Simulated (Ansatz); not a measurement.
# How the vibrations of MnPt change with volume

The calculation used DFT PBEsol, scalar-relativistic, plane waves, PAW (Ansatz 0.2.0). Settings: 420 eV plane-wave cutoff, Γ-centred 14×14×12 mesh, Gaussian smearing of 0.20 eV. Collinear spin, site moments 3.7, 0.4 μB. Phonons by linear response, acoustic sum rule imposed.

The cell, relaxed at this level:
Space group P4/mmm (No. 123). a = 2.869 Å, b = 2.869 Å, c = 3.496 Å, α = 90.00°, β = 90.00°, γ = 90.00°
| atom | site | symmetry | x | y | z |
| --- | --- | --- | --- | --- | --- |
| Mn | 1a | 4/mmm | 0.0000 | 0.0000 | 0.0000 |
| Pt | 1d | 4/mmm | 0.5000 | 0.5000 | 0.5000 |

In a metal, frequencies depend on the k mesh and the smearing, soft modes most. Spin–orbit coupling is left out, which matters for heavy elements.

Cells at 0.98 and 1.02 times the equilibrium volume were relaxed in shape and atoms; γ = −d ln ν / d ln V, modes matched by rank.

Task: Give the optical frequencies at Γ (cm⁻¹) at the three volumes and the mode Grüneisen parameters.

Result:
| 0.98 V | V | 1.02 V | γ | degeneracy |
| --- | --- | --- | --- | --- |
| 189 | 182 | 175 | 1.92 | 2 |
| 239 | 227 | 216 | 2.45 | 1 |

Task: What pressures hold the two strained cells, and what bulk modulus follows?

Result: 3.55 GPa at 0.98 V and -3.33 GPa at 1.02 V, so B = −dP/d ln V ≈ 172 GPa.